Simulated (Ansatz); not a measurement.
The start is a generated trial cell of Mg in the beta-W structure type. The structure is fully relaxed (lattice and positions, P = 0) with PBE (plane waves to 420 eV, PAW, scalar-relativistic; Ansatz, a quantum-chemistry and plane-wave program). The first steps use a coarse 6×6×6 k-mesh.

Starting cell:
```yaml
crystal:
  lattice:
    - [5.74686, 0.00000, 0.00000]
    - [0.00000, 5.74686, 0.00000]
    - [0.00000, 0.00000, 5.74686]
  atoms:
    - { symbol: Mg, position: [0.25000, 0.00000, 0.50000] }
    - { symbol: Mg, position: [0.75000, 0.00000, 0.50000] }
    - { symbol: Mg, position: [0.00000, 0.50000, 0.25000] }
    - { symbol: Mg, position: [0.00000, 0.50000, 0.75000] }
    - { symbol: Mg, position: [0.50000, 0.25000, 0.00000] }
    - { symbol: Mg, position: [0.50000, 0.75000, 0.00000] }
    - { symbol: Mg, position: [0.00000, 0.00000, 0.00000] }
    - { symbol: Mg, position: [0.50000, 0.50000, 0.50000] }
```

### Question
By how much does the energy per atom fall from start to end?

### Answer
Under 0.01 eV/atom.

### Question
How do the shortest distances between atoms change?

### Answer
The closest pairs of elements (up to four, under 3.6 Å), start → end: Mg–Mg 2.87 → 2.86 Å.

### Question
Is the relaxed structure metallic? Give its gap.

### Answer
No gap (metallic).

The space group stays Pm-3n (No. 223) (the run could not lower it), with 8 atoms in the primitive cell. Final values are on a 8×8×8 k-mesh of the relaxed cell. No spin polarisation in the result.

The run could not lose the symmetry of its start; a randomly shaken copy of 8 atoms returns to this structure.

All atoms sit on sites fixed by symmetry, so only the cell could relax.

The relaxed structure here is a generated cell of Mg: the first start was made by placing the elements on the sites of a structure type, and the end was not matched to a known phase here, so it may be hypothetical. Known forms of Mg include space group No. 194.
